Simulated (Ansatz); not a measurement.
## Notes on GeRu2O2

```
CELL_PARAMETERS angstrom
0.00000 3.32806 0.00000
3.32806 0.00000 0.00000
1.66403 1.66403 -5.27491
ATOMIC_POSITIONS crystal
Ru 0.34094 0.34094 0.31812
Ru 0.65906 0.65906 0.68188
O 0.25000 0.75000 0.50000
O 0.75000 0.25000 0.50000
Ge 0.00000 0.00000 0.00000
```

Level: PBE, no spin polarisation; 420 eV; 11×11×11 Γ-centred mesh; fermi-dirac occupations (width 0.0135 eV); Ansatz 0.2.0, fixed geometry.

**Question.** Is the cell too large or too small?

**Answer.** The pressure is 40.7 GPa (compression positive), so with the atoms held at these fractions the cell would first expand; the forces are large, so a full relaxation may end otherwise.

**Question.** What happens at the Fermi level?

**Answer.** It is a metal, with about 4 states/eV a cell as the mean within 0.25 eV of the Fermi level, mostly Ru d (67 %).

**Question.** What do density and ELF say about some of the short contacts?

**Answer.** Ru–O at 1.92 Å: least valence density 0.99 e/Å³ and ELF 0.25 there. Ge–Ru at 2.89 Å: least valence density 0.26 e/Å³ and ELF 0.41 there. Ge–O at 3.12 Å: least valence density 0.14 e/Å³ and ELF 0.12 there. Both are smooth PAW fields, read partly inside the augmentation spheres.

**Question.** Which atom feels the largest force, and which way?

**Answer.** The largest is on Ru1 (and as large on other atoms): 5.65 eV/Å, components (0.00, 0.00, 5.65). It makes 120° with the line to a nearest neighbour, O4 at 1.92 Å.

**Question.** What is the formation energy?

**Answer.** 0.41 eV an atom against the elements' usual phases (free molecules for gases, crystals otherwise, with no correction for O₂ or N₂), so at this geometry it isn't bound against them. Relaxing would lower it.

Origin: a known structure type with other elements, at an estimated volume, so it need not be a known compound. Caveats: many states at the Fermi level without spin polarisation, so a magnetic state may lie lower; correlation that this level lacks may open a gap in such a compound; atoms or cell far from equilibrium.
